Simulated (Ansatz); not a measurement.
MgGaAu: computed property card

MgGaAu:
```
CELL_PARAMETERS angstrom
      7.33663     0.00000     0.00000
     -3.66831     6.35370     0.00000
      0.00000     0.00000     3.42200
ATOMIC_POSITIONS crystal
  Mg 0.38398 0.38398 0.00000
  Mg 0.00000 0.61602 0.00000
  Mg 0.61602 0.00000 0.00000
  Ga 0.71922 0.71922 0.50000
  Ga 0.00000 0.28078 0.50000
  Ga 0.28078 0.00000 0.50000
  Au 0.00000 0.00000 0.00000
  Au 0.66667 0.33333 0.50000
  Au 0.33333 0.66667 0.50000
```

Space group P-62m (No. 189); conventional cell a = 7.3366 Å, b = 7.3366 Å, c = 3.4220 Å, α = 90.00°, β = 90.00°, γ = 120.00°.

Method: r²SCAN (plane waves, PAW; program Ansatz). The cell and atoms are relaxed at this level. Other levels are named where they apply.

Cell and energy:

| Quantity | Value |
|---|---|
| Volume per atom | 17.72 Å³ |
| Density | 9.09 g/cm³ |
| Formation energy from the elements (no fitted shifts) | -0.45 eV/atom |

Electronic structure:

| Property | Value |
|---|---|
| Electronic character | metallic (no gap) |
| Density of states at the Fermi level | 0.28 states/eV per atom (mean over ±0.08 eV) |

The workflow started from a Materials Project entry (that database holds measured and hypothetical structures alike); the Crystallography Open Database files this formula in space group No. 189, but the cells were not matched. Its standing as an ambient phase is unchecked. Symmetry was held in the r²SCAN relaxation; whether a distortion lowers the energy is not shown. Axis ratios of metals converge slowly with the k-mesh, so a and c are less sure than the volume. The references are the lowest solids computed at this level, not always the standard phases. Spin–orbit coupling is left out wherever it is not named.

Potentials: the later of the program's two PAW sets.
